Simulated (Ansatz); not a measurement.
K₂TeOF₄:
```cif
data_F8K4O2Te2
_chemical_formula_sum 'K4 Te2 O2 F8'
_space_group_name_H-M_alt 'P 1'
_space_group_IT_number 1
_cell_length_a 7.43411
_cell_length_b 7.43411
_cell_length_c 6.63470
_cell_angle_alpha 90.000
_cell_angle_beta 90.000
_cell_angle_gamma 130.215
loop_
_space_group_symop_operation_xyz
  'x, y, z'
loop_
_atom_site_label
_atom_site_type_symbol
_atom_site_fract_x
_atom_site_fract_y
_atom_site_fract_z
_atom_site_occupancy
K1 K 0.43837 0.56163 0.25000 1
K2 K 0.56163 0.43837 0.75000 1
K3 K 0.75363 0.24637 0.25000 1
K4 K 0.24637 0.75363 0.75000 1
Te1 Te 0.10588 0.89412 0.25000 1
Te2 Te 0.89412 0.10588 0.75000 1
O1 O 0.76116 0.23884 0.75000 1
O2 O 0.23884 0.76116 0.25000 1
F1 F 0.12913 0.35095 0.53448 1
F2 F 0.87087 0.64905 0.46552 1
F3 F 0.87087 0.64905 0.03448 1
F4 F 0.12913 0.35095 0.96552 1
F5 F 0.35095 0.12913 0.46552 1
F6 F 0.64905 0.87087 0.53448 1
F7 F 0.64905 0.87087 0.96552 1
F8 F 0.35095 0.12913 0.03448 1
```

Relaxed with r²SCAN.

Task: Tabulate the valence density and the electron localisation function along the shortest K–O contact (2.69 Å), plane-wave PAW r²SCAN (Ansatz code).

Result: 

| distance from K (Å) | density (e/Å³) | ELF |
|---|---|---|
| 0.27 | 4.16 | 0.71 |
| 0.40 | 3.77 | 0.82 |
| 0.54 | 2.93 | 0.87 |
| 0.67 | 1.93 | 0.88 |
| 0.81 | 1.11 | 0.85 |
| 0.94 | 0.57 | 0.75 |
| 1.08 | 0.28 | 0.42 |
| 1.21 | 0.15 | 0.09 |
| 1.35 | 0.11 | 0.03 |
| 1.48 | 0.12 | 0.05 |
| 1.61 | 0.18 | 0.26 |
| 1.75 | 0.33 | 0.59 |
| 1.88 | 0.63 | 0.76 |
| 2.02 | 1.23 | 0.81 |
| 2.15 | 2.41 | 0.82 |
| 2.29 | 4.15 | 0.77 |
| 2.42 | 5.96 | 0.62 |

The density is the valence pseudo-density with augmentation charge, so density and ELF within about 1 Å of a nucleus are not all-electron values.

Space group Cmcm. The first step of the workflow began from a Materials Project structure, measured or hypothetical; the Crystallography Open Database files this formula in space group No. 63, but the cells were not matched. Whether it is the stable phase at ambient conditions was not checked. Symmetry was held in the r²SCAN relaxation; its stability against distortions is not shown here. Spin–orbit coupling is left out wherever it is not named.

Potentials: the later of the program's two PAW sets.
